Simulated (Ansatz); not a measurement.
The start is a relaxed BAs cell, doubled along one cell vector, shaken by Gaussian noise of σ = 0.08 Å a coordinate. The structure is fully relaxed (lattice and positions, P = 0) with PBE (plane waves to 420 eV, PAW, scalar-relativistic; Ansatz, a program for electronic structure). The first steps use a coarse 8×4×8 k-mesh.

Input geometry:
```yaml
crystal:
  lattice:
    - [0.00000, 2.40473, 2.40473]
    - [4.80946, 0.00000, 4.80946]
    - [2.40473, 2.40473, 0.00000]
  atoms:
    - { symbol: As, position: [0.73271, 0.36834, 0.81412] }
    - { symbol: As, position: [0.70456, 0.87107, 0.77003] }
    - { symbol: B, position: [0.96976, 0.99390, 0.01376] }
    - { symbol: B, position: [0.01214, 0.47985, 0.01426] }
```

```json
{
 "energy_released": "84 meV/atom",
 "relative_to_the_parent": "It returns to the parent structure, F-43m (No. 216)",
 "Shortest distances (start → end)": "The closest pairs of elements (up to four, under 3.6 Å), start → end: As–B 1.96 → 2.08 Å; B–B 3.28 → 3.40 Å; As–As 3.30 → 3.40 Å",
 "band_gap_at_the_end": "1.21 eV, indirect (valence top at Γ, conduction bottom at 82 % of the way from Γ to X) (no spin-orbit coupling)",
 "optimiser_moves": "4"
}
```

The end point of the relaxation:

Space group F-43m (No. 216); a = b = c = 4.8093 Å, α = β = γ = 90.00°

```json
[
 {"atom": "As", "site": "4a", "symmetry": "-43m", "x": "0.0000", "y": "0.0000", "z": "0.0000"},
 {"atom": "B", "site": "4c", "symmetry": "-43m", "x": "0.2500", "y": "0.2500", "z": "0.2500"}
]
```
(The calculation used a cell of 2 atoms; values per cell refer to that cell.)

Final values are on a 12×12×12 k-mesh of the relaxed cell. No spin polarisation in the result.
